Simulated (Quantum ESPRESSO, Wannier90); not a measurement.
# Al₂HgS₄ (I-4): Wannier90 run

```xyz
7
Lattice="5.5758 0.0000 0.0000 0.0000 5.5758 0.0000 -2.7879 -2.7879 5.1230" Properties=species:S:1:pos:R:3 pbc="T T T"
Al    -2.7879     0.0000     2.5615
Al     2.7879     2.7879     0.0000
Hg     0.0000     0.0000     0.0000
S     -1.4898     1.5652    -1.3869
S      1.5652     1.4898     1.3869
S      1.4898    -1.5652    -1.3869
S     -1.5652    -1.4898     1.3869
```

Structure: Materials Project mp-7906, symmetrised, not relaxed again. COD (Crystallography Open Database) has an entry of this formula and space group (matched by these alone). Method: PBEsol plane waves in Quantum ESPRESSO 7.5 (PseudoDojo norm-conserving files, 53 Ry, no spin polarisation, no spin-orbit coupling), Bloch states on a 4×4×4 mesh through Γ, Wannier90 4.0.1. Density: 6×6×6 mesh, cold smearing 0.01 Ry. Spin-orbit coupling is left out although heavy elements are present.

Bands 5-8,14-25 form an isolated set from -12.69 to -0.01 eV relative to the valence-band maximum (on the path) and are turned into 16 Wannier functions by minimising the spread from the start: s functions at random places. Bands 9–13 (Hg 5d 83 %, S 3p 12 %) lie between the kept ones and are excluded.

Where do the functions sit, how wide are they and what are they made of?


```csv
functions,spread (Å²),"nearest atom, distance (Å)","second atom, distance (Å)",weight on atomic waves
4,1.63,S 0.40,Al 2.42,"S 3p 56 %, S 3s 35 %, Al 3p 6 %"
4,2.46,S 0.81,Hg 1.76,"S 3p 60 %, S 3s 14 %, Hg 6s 11 %"
4,2.04,S 0.68,Al 1.59,"S 3p 53 %, S 3s 15 %, Al 3p 14 %"
4,2.22,S 0.67,Al 1.62,"S 3p 52 %, S 3s 15 %, Al 3p 14 %"
```

Ω_I = 30.69 Å², Ω_total = 33.44 Å²; the interpolated bands follow pw.x to 3.5 meV rms on the path. It is the lowest total spread that any start reached here.
